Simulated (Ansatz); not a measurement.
Input for Ansatz (plane-wave DFT, PAW):

```yaml
crystal:
  lattice:
    - [0.0, 4.7102301544, 4.7102301544]
    - [4.7102301544, 0.0, 4.7102301544]
    - [4.7102301544, 4.7102301544, 0.0]
  atoms:
    - { symbol: Na, position: [0.75, 0.75, 0.75] }
    - { symbol: Na, position: [0.25, 0.25, 0.25] }
    - { symbol: Tl, position: [0.0, 0.0, 0.0] }
    - { symbol: Hg, position: [0.5, 0.5, 0.5] }
    - { symbol: F, position: [0.7425463633, 0.2574536367, 0.2574536367] }
    - { symbol: F, position: [0.2574536367, 0.2574536367, 0.7425463633] }
    - { symbol: F, position: [0.2574536367, 0.7425463633, 0.7425463633] }
    - { symbol: F, position: [0.2574536367, 0.7425463633, 0.2574536367] }
    - { symbol: F, position: [0.7425463633, 0.2574536367, 0.7425463633] }
    - { symbol: F, position: [0.7425463633, 0.7425463633, 0.2574536367] }
basis:
  ecutwfc: 420
kpoints:
  mp_grid: { grid: [8, 8, 8] }
hamiltonian:
  xc: pbe
scf:
  occupations: { method: gaussian, width: 0.1 }
output:
  forces: true
  stress: true
  eigenvalues: true
```

Command:
```bash
ansatz run input.yaml --threads 2 --pin off --max-ram 2662MiB --backend cpu --events-out ev --progress --plain --runs-dir out
```

Method: Ansatz 0.2.0, DFT PBE, scalar-relativistic, plane waves, PAW.

From the run's log, abridged:

```
Pseudopotentials: kind: paw
Pseudopotential: Na, paw, valence charge 9, recommended cutoff 420 eV (normal)
Pseudopotential: Tl, paw, valence charge 13, recommended cutoff 420 eV (normal)
Pseudopotential: Hg, paw, valence charge 20, recommended cutoff 420 eV (normal)
Pseudopotential: F, paw, valence charge 7, recommended cutoff 420 eV (normal)
Functional definition: PBE
Crystal: 10 atoms, lattice volume = 209.005 Å³
Basis set: ecut = 420 eV, 4015 PW (Γ), exchange–correlation on 90×90×90 points (8 copies of the dense FFT grid, shifted against one another)
Bands: 57, of which v1, the nominal top of the filled ones, is band 47 counted from 1 (46 counted from 0)
Symmetry: 48 space group operations
Space group: Fm-3m (ITA 225), of the structure as read, at distance tolerance 5.9e-5 Å
k-points: 29 of 512
Initial density: superposition of atomic densities (neutral atoms: chi_scale 0, normalization atom), corrected by the library's trained network
Initial wavefunctions: pseudopotential atomic-orbital guess
Functional: x = pbe(κ = 0.804, μ = 0.21951497), c = pbe(β = 0.06672455)
SCF iter   1: F=—  HF=-33082.191796 eV  |F-HF|=—  |Δ(HF+E_count)|=         —  Δρ=3.10e-3  dr2=1.34e-2  ethr=1.77e-3  ⟨swp⟩=5.9  Hψ=5969  notcnv=0  defer=14
SCF iter   2: F=—  HF=-33082.192460 eV  |F-HF|=—  |Δ(HF+E_count)|=   6.64e-4  Δρ=2.16e-3  dr2=6.37e-3  ethr=1.44e-5  ⟨swp⟩=2.0  Hψ=3369  notcnv=0  defer=97
SCF iter   3: F=—  HF=-33082.190839 eV  |F-HF|=—  |Δ(HF+E_count)|=   1.62e-3  Δρ=7.18e-4  dr2=7.54e-4  ethr=6.85e-6  ⟨swp⟩=2.0  Hψ=2857  notcnv=0  defer=68
automatic band count: iteration 3 solves 56 bands in place of 57: the levels show a gap, and the empty bands left out lie too high to hold charge; the band table lists the bands solved (type scf.n_extra_bands for more)
SCF iter   4: F=—  HF=-33082.190632 eV  |F-HF|=—  |Δ(HF+E_count)|=   2.08e-4  Δρ=1.62e-4  dr2=5.59e-5  ethr=8.11e-7  ⟨swp⟩=2.8  Hψ=2442  notcnv=0  defer=68
SCF iter   5: F=—  HF=-33082.190368 eV  |F-HF|=—  |Δ(HF+E_count)|=   2.64e-4  Δρ=7.33e-5  dr2=1.30e-5  ethr=6.01e-8  ⟨swp⟩=2.0  Hψ=2857  notcnv=0  defer=68
SCF iter   6: F=—  HF=-33082.190363 eV  |F-HF|=—  |Δ(HF+E_count)|=   4.30e-6  Δρ=1.39e-5  dr2=3.47e-7  ethr=1.40e-8  ⟨swp⟩=2.0  Hψ=2857  notcnv=0  defer=68
SCF iter   7: F=-33082.190363 eV  HF=-33082.190363 eV  |F-HF|=6.55e-11  |Δ(HF+E_count)|=   1.20e-7  Δρ=1.52e-6  dr2=4.14e-9  ethr=1.08e-10  ⟨swp⟩=9.2  Hψ=6418  notcnv=0
SCF 1 converged in 7 iterations: F = -33082.190363 eV  dr2 = 4.14e-9
SCF converged after 7 iterations
Free energy (F): -33082.190363 eV
Harris-Foulkes:  -33082.190363 eV  (|F-HF|=6.55e-11)
Internal energy: -33082.182317 eV  (E = F + TS)
E sigma→0 (E₀):  -33082.186340 eV
Entropy (-TS):   -0.008046 eV (-0.805 meV/atom)
Fermi energy:    2.830510 eV
--- Per-component energies (eV) ---
  E_band       = -1372.402895
  E_kinetic    = 2408.289536
  E_local      = -11926.547527  (includes V_loc(G=0)·N_el)
  E_nonlocal   = 1064.679845
  E_hartree    = 4692.377748
  E_xc         = -1001.718364
  E_vxc        = -1109.973353  (∫ρ·V_xc dr)
  E_paw        = -21840.725365  (= ΣΔE_a)
  E_vpaw       = -1193.617986  (= ΣTr[D̂ρ^β])
  E_aug_tail   = 0.013432  (compensation charges beyond the density's cutoff)
  E_ewald      = -6478.551621
  E_smearing   = -0.008046  (= −TS)
--- Forces (eV/Å), atoms counted from 1 ---
  atom   1  Na     0.00000000     0.00000000     0.00000000
  atom   2  Na     0.00000000     0.00000000     0.00000000
  atom   3  Tl     0.00000000     0.00000000     0.00000000
  atom   4  Hg     0.00000000     0.00000000     0.00000000
  atom   5  F     -0.37952079     0.00000000     0.00000000
  atom   6  F      0.00000000     0.00000000    -0.37952079
  atom   7  F      0.37952079     0.00000000     0.00000000
  atom   8  F      0.00000000    -0.37952079     0.00000000
  atom   9  F      0.00000000     0.37952079     0.00000000
  atom  10  F      0.00000000     0.00000000     0.37952079
--- Stress (GPa, compression-positive) ---
       -2.249857       0.000000       0.000000
        0.000000      -2.249857       0.000000
        0.000000       0.000000      -2.249857
  P = ⅓ Tr σ = -2.2499 GPa (-22.499 kbar)
--- Band table (eV; the first three rows and the last of 29) ---
  k-point 0: bands = ["-110.2106", "-58.7374", "-58.7374", "-58.7374", "-49.4979", "-49.4978", "-21.3972", "-21.3972", "-21.3972", "-21.3964", "-21.3964", "-21.3964", "-19.1963", "-19.0066", "-19.0066", "-19.0047", "-19.0047", "-19.0047", "-7.2038", "-7.2038", "-7.1284", "-7.1284", "-7.1284", "-3.9664", "-3.1221", "-3.1221", "-2.6452", "-2.6452", "-2.6452", "-1.6712", "-1.6712", "-1.6712", "-0.2473", "-0.2473", "-0.2473", "-0.2009", "-0.2009", "-0.2009", "-0.1988", "-0.1988", "-0.1988", "0.0923", "0.0923", "0.0923", "1.0010", "1.3459", "1.3459", "5.8497", "7.1955", "7.9507", "8.5912", "8.5912", "8.5912", "10.1672", "10.1672", "10.1672"]
  k-point 1: bands = ["-110.2106", "-58.7374", "-58.7374", "-58.7374", "-49.4979", "-49.4978", "-21.3972", "-21.3972", "-21.3972", "-21.3965", "-21.3965", "-21.3965", "-19.1896", "-19.0116", "-19.0065", "-19.0065", "-19.0047", "-19.0047", "-7.2007", "-7.2007", "-7.1282", "-7.1281", "-7.1281", "-3.9082", "-3.1808", "-3.1808", "-2.6464", "-2.6425", "-2.6425", "-1.8005", "-1.5621", "-1.5621", "-0.3749", "-0.2784", "-0.2784", "-0.2204", "-0.2204", "-0.1888", "-0.1877", "-0.1404", "-0.1404", "0.0701", "0.0701", "0.0810", "1.2637", "1.2763", "1.2763", "5.7652", "7.0912", "7.8875", "8.6226", "8.6226", "8.6627", "10.2460", "10.2460", "10.4732"]
  k-point 2: bands = ["-110.2106", "-58.7375", "-58.7374", "-58.7374", "-49.4978", "-49.4978", "-21.3973", "-21.3971", "-21.3971", "-21.3967", "-21.3966", "-21.3966", "-19.1705", "-19.0311", "-19.0064", "-19.0064", "-19.0048", "-19.0048", "-7.1930", "-7.1930", "-7.1279", "-7.1274", "-7.1274", "-3.7378", "-3.3016", "-3.3016", "-2.6507", "-2.6354", "-2.6354", "-2.1350", "-1.2997", "-1.2997", "-0.5276", "-0.3364", "-0.3364", "-0.1936", "-0.1851", "-0.1851", "-0.1592", "-0.0993", "-0.0993", "0.0098", "0.0098", "0.0497", "1.0989", "1.0989", "1.8123", "5.4586", "6.9737", "7.6888", "8.7040", "8.7040", "9.0474", "10.1534", "10.1534", "10.7971"]
  k-point 28: bands = ["-110.2106", "-58.7375", "-58.7375", "-58.7375", "-49.4978", "-49.4978", "-21.3979", "-21.3979", "-21.3970", "-21.3970", "-21.3963", "-21.3963", "-19.1230", "-19.0771", "-19.0065", "-19.0065", "-19.0058", "-19.0050", "-7.2174", "-7.1896", "-7.1271", "-7.1271", "-7.1252", "-3.9714", "-3.3765", "-2.6327", "-2.6327", "-2.5962", "-2.3974", "-1.9221", "-1.5005", "-1.5005", "-0.5742", "-0.5742", "-0.4814", "-0.4035", "-0.3099", "-0.3099", "-0.1645", "-0.0624", "-0.0624", "0.0283", "0.0283", "0.1151", "0.2786", "0.9794", "3.3475", "5.3884", "6.7401", "6.7401", "8.7590", "8.9838", "9.5612", "9.5612", "11.2439", "11.3611"]
```

The run converged.

Spin–orbit coupling is left out, which can shift energies with elements as heavy as these. The cell has an odd number of electrons and was run without spin polarisation, which forces a half-filled band: energy, forces and stress belong to that artificial state.